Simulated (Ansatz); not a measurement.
Be$_{2}$Ag (cubic Laves (MgCu2 type), Fd-3m), r²SCAN in the plane-wave PAW code Ansatz, all energies at zero smearing, with the estimated change up to a 700 eV cutoff added, with one set of potentials and settings (totals compare only within such a set). Cell of 6 atoms (2 Ag, 4 Be): -15581.068 eV.

```tsv
element	reference phase	E (eV/atom)
Ag	R-3m, 3 atoms in the cell	-7603.9440
Be	P6_3/mmc, 2 atoms in the cell	-93.3347
```

Formation energy per atom, worked out: (-15581.068 − 2×(-7603.9440) − 4×(-93.3347))/6 = 0.026 eV/atom (3 kJ per mol of atoms), at 0 K, without zero-point energy or fitted corrections.

The workflow started from an entry of the Crystallography Open Database (COD). Its standing as an ambient phase is unchecked. Symmetry was held in the r²SCAN relaxation; whether a distortion lowers the energy is not shown. The run is not spin-polarised. The references are the lowest solids computed at this level, not always the standard phases.

Potentials: the later of the program's two PAW sets.
